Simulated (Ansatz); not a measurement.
Here is an unrelaxed guess for HoGe4Bi.

```xyz
6
Lattice="0.0000 4.3493 4.3493 4.3493 0.0000 4.3493 4.3493 4.3493 0.0000" Properties=species:S:1:pos:R:3 pbc="T T T"
Ho    6.5240    6.5240    6.5240
Ge    3.3858    3.3858    3.3858
Ge    5.3129    5.3129    3.3858
Ge    5.3129    3.3858    5.3129
Ge    3.3858    5.3129    5.3129
Bi    0.0000    0.0000    0.0000
```

Computed with DFT PBE, scalar-relativistic, plane waves, PAW, and for the lanthanide a 4f-in-core norm-conserving potential, in Ansatz. Cutoff 690 eV; k points 4×4×4 on the computed 6-atom cell (Γ-centred); Gaussian smearing, width 0.10 eV; no spin polarisation.

Energies over the elements count from the elements' standard structures at the same level, with no fitted energy shifts.

Problem. What does a single point on this coarse mesh give?

Solution. The pressure is -6.2 GPa (it wants to contract), the largest force is 0.01 eV/Å, and the energy is +0.13 eV/atom against the elements. The shortest distance is 2.73 Å.

Problem. How much does it gain on relaxing, and where does it end?

Solution. Relaxing gains about 0.21 eV/atom (the start's value is from the coarse mesh, so the gain is rough) in 14 ionic steps and ends at −0.08 eV/atom on the finer mesh. The symmetry stays F-43m (No. 216). The volume per atom shrinks by 20.8 %, from 27.4 to 21.7 Å³. The shortest distance goes from 2.73 Å (Ge–Ge) to 2.84 Å (Ge–Ge). Conventional cell: a = 8.049 Å. Ho has 12 Ge at 3.34 Å and 4 Bi at 3.49 Å; Ge is surrounded by 6 Ge at 2.84–2.85 Å, 3 Bi at 3.34 Å and 3 Ho at 3.34 Å; around Bi lie 12 Ge at 3.34 Å and 4 Ho at 3.49 Å.

The last run used an 8×8×8 mesh for its 6-atom cell and Gaussian smearing of 0.10 eV. Spin–orbit coupling, which can matter for Bi, is left out. The relaxation can't lower the symmetry of the start. A structure relaxed within its symmetry needn't be a true minimum. Another cell of HoGe4Bi relaxed alike, in Cmmm, lies 14 meV/atom lower, so this cell isn't the stable form at this level.

The lanthanide is trivalent by construction, without f bands, f moments or other valences. The reference runs of the other elements, and any phases without the lanthanide, used 420 eV, which shifts energies against them by under 10 meV/atom. The lanthanide's reference is the lowest of its hcp, dhcp and fcc cells.
